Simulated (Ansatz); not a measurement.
Relaxation of a generated trial cell of Li in the AFLOW prototype A_oP8_62_2c (A_c); 8 atoms in the cell, which starts as Pnma (No. 62), oP8; a = 6.890 Å, b = 4.884 Å, c = 5.053 Å, α = β = γ = 90.00°. These are r2SCAN (plane waves to 500 eV, PAW, scalar-relativistic; Ansatz, a program for electronic structure) values and carry that method's errors. Γ-centred k-mesh 5×7×7 on the run's cell (coarser than for final values), Fermi–Dirac smearing 0.05 eV. This is the first round of the run. 

The optimiser's lines from the output (shortened; P is positive under compression):

```
relax step   1: F+E_penalty+E_count = -1640.20470210 eV  Δ(F+E_penalty+E_count) = +0.000e0 eV  max|allowed force component| = 4.102e-1 eV/Å  Δτ_max = 0.0000 Å  P = +0.183 GPa  Ω = 170.034 Å³  (6 SCF iters, dr2 threshold 1.00e-7 eV, accepted)
relax step   2: F+E_penalty+E_count = -1640.62146304 eV  Δ(F+E_penalty+E_count) = -4.168e-1 eV  max|allowed force component| = 2.494e-1 eV/Å  Δτ_max = 0.1949 Å  P = +0.197 GPa  Ω = 168.028 Å³  (7 SCF iters, dr2 threshold 8.00e-7 eV, accepted)
relax step   3: F+E_penalty+E_count = -1640.93483653 eV  Δ(F+E_penalty+E_count) = -3.134e-1 eV  max|allowed force component| = 1.625e-1 eV/Å  Δτ_max = 0.1950 Å  P = +0.127 GPa  Ω = 167.047 Å³  (6 SCF iters, dr2 threshold 8.00e-7 eV, accepted)
relax step   4: F+E_penalty+E_count = -1641.08119980 eV  Δ(F+E_penalty+E_count) = -1.464e-1 eV  max|allowed force component| = 6.187e-2 eV/Å  Δτ_max = 0.2000 Å  P = +0.090 GPa  Ω = 166.794 Å³  (6 SCF iters, dr2 threshold 8.00e-7 eV, accepted)
relax step   5: F+E_penalty+E_count = -1641.09614794 eV  Δ(F+E_penalty+E_count) = -1.495e-2 eV  max|allowed force component| = 5.980e-3 eV/Å  Δτ_max = 0.0807 Å  P = +0.058 GPa  Ω = 167.176 Å³  (6 SCF iters, dr2 threshold 2.39e-7 eV, accepted)
relax step   6: F+E_penalty+E_count = -1641.09634288 eV  Δ(F+E_penalty+E_count) = -1.949e-4 eV  max|allowed force component| = 8.461e-4 eV/Å  Δτ_max = 0.0070 Å  P = +0.033 GPa  Ω = 167.487 Å³  (5 SCF iters, dr2 threshold 9.44e-9 eV, accepted)
relax step   7: F+E_penalty+E_count = -1641.09637916 eV  Δ(F+E_penalty+E_count) = -3.627e-5 eV  max|allowed force component| = 1.347e-4 eV/Å  Δτ_max = 0.0009 Å  P = +0.002 GPa  Ω = 167.882 Å³  (4 SCF iters, dr2 threshold 2.93e-9 eV, accepted)
relax step   8: F+E_penalty+E_count = -1641.09633109 eV  Δ(F+E_penalty+E_count) = +4.807e-5 eV  max|allowed force component| = 1.600e-4 eV/Å  Δτ_max = 0.0000 Å  P = +0.003 GPa  Ω = 167.882 Å³  stress off target by 3.44e-3 GPa  SCF on the basis re-selected at this cell (its energy is not comparable with the rows above)  (5 SCF iters)
```

From the first to the last row the energy changes by -0.11 eV/atom and the volume by -1.3 %. The last row is marked as not comparable with the walk above it, whose basis was carried along; it does compare with step 1, since both stand on a basis selected at the nominal cutoff for their own cell.

Later rounds, restarted from the end of this one on a renewed k-mesh, logged 10 more steps and released under 0.01 eV/atom more. The final structure after all rounds: Im-3m (No. 229), cI2, bcc (W type); a = b = c = 3.477 Å, α = β = γ = 90.00°. Between re-selections the logged energies stand on a plane-wave basis carried along with the cell. No spin polarisation in the result.

The run could not lose the symmetry of its start.
